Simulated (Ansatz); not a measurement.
**NMR crystallography of Ba5LiNb4O15: given against relaxed positions**

Start: an entry of the Crystallography Open Database (COD), atoms as given.

Space group R-3m:H (No. 166); a = 5.8012, c = 35.6750 Å, γ = 120.00°.

| site | Wyckoff | site symmetry | x | y | z |
| --- | --- | --- | --- | --- | --- |
| Ba1 | 6c | 3m | 0.0000 | 0.0000 | 0.6990 |
| Ba3 | 6c | 3m | 0.0000 | 0.0000 | 0.0979 |
| Ba5 | 3b | -3m | 0.0000 | 0.0000 | 0.5000 |
| Li | 3a | -3m | 0.0000 | 0.0000 | 0.0000 |
| Nb7 | 6c | 3m | 0.0000 | 0.0000 | 0.3979 |
| Nb9 | 6c | 3m | 0.0000 | 0.0000 | 0.8001 |
| O11 | 18h | .m | 0.8387 | 0.6773 | 0.3704 |
| O17 | 18h | .m | 0.1669 | 0.8331 | 0.4354 |
| O23 | 9d | .2/m | 0.8333 | 0.6667 | 0.1667 |

One atom of each set is listed; the run and its k-mesh use a cell of 25 atoms with edges of 12.35, 12.35, 12.35 Å.

The numbers come from a DFT calculation in Ansatz (PBE, plane waves and PAW, scalar-relativistic, 420 eV cutoff, Γ-centred 7×7×7 k-points, Fermi–Dirac smearing 0.05 eV).

The largest force at the start is 0.60 eV/Å. Relaxing the ions at fixed cell moves them by 0.054 Å at most (atom 4, Ba) and 0.023 Å rms. End positions:

Ba1 (0.0000, 0.0000, 0.6977)
Ba3 (0.0000, 0.0000, 0.0964)
Ba5 (0.0000, 0.0000, 0.5000)
Li (0.0000, 0.0000, 0.0000)
Nb7 (0.0000, 0.0000, 0.3977)
Nb9 (0.0000, 0.0000, 0.8002)
O11 (0.8395, 0.6791, 0.3699)
O17 (0.1681, 0.8319, 0.4355)
O23 (0.8333, 0.6667, 0.1667)

```csv
site,moved (Å),first shell before,first shell after,V_zz before (10²¹ V/m²),η before
Ba1,0.044,12 O at 2.91–3.00 Å,12 O at 2.90–3.03 Å,4.16,0.00
Ba3,0.054,12 O at 2.77–2.97 Å,12 O at 2.75–3.01 Å,-2.16,0.00
Ba5,0.000,12 O at 2.85–2.90 Å,12 O at 2.86–2.90 Å,-3.18,0.00
Li,0.000,6 O at 2.18 Å,6 O at 2.17 Å,-0.046,0.00
Nb7,0.009,6 O at 1.89–2.15 Å,6 O at 1.89–2.16 Å,1.76,0.00
Nb9,0.005,6 O at 2.01–2.05 Å,6 O at 2.00–2.05 Å,1.20,0.00
O11,0.022,"1 Nb at 1.89 Å, 1 Li at 2.18 Å, angle 174°","1 Nb at 1.89 Å, 1 Li at 2.17 Å, angle 175°",-1.86,0.25
O17,0.012,"2 Nb at 2.01–2.15 Å, angle 175°","2 Nb at 2.00–2.16 Å, angle 175°",1.23,0.06
O23,0.000,"2 Nb at 2.05 Å, angle 180°","2 Nb at 2.05 Å, angle 180°",1.18,0.15
```

Q: How do the gradients change?

A: 

```csv
site,V_zz after,η after,change of V_zz
Ba1,2.96,0.00,-1.20
Ba3,-1.56,0.00,+0.60
Ba5,-2.58,0.00,+0.60
Li,-0.030,0.00,+0.02
Nb7,1.11,0.00,-0.65
Nb9,1.17,0.00,-0.03
O11,-1.68,0.19,+0.18
O17,1.19,0.06,-0.04
O23,1.05,0.15,-0.13
```

The largest change of V_zz is on Ba1, from 4.16 to 2.96. In per cent, |V_zz| changes by -29 to -19 on Ba (all sites that start above 2).

The run finds no gap above 0.1 eV (a metal, or nearly one), so the gradients can move by 10 % or more with the k-mesh. Without spin–orbit coupling (the program notes it for Ba and Nb) the gradients can shift somewhat, as the gap is small. Semilocal functionals can leave a metal where correlation in the d or f shell opens a gap in the real compound, and that would change the values at and beside Nb.
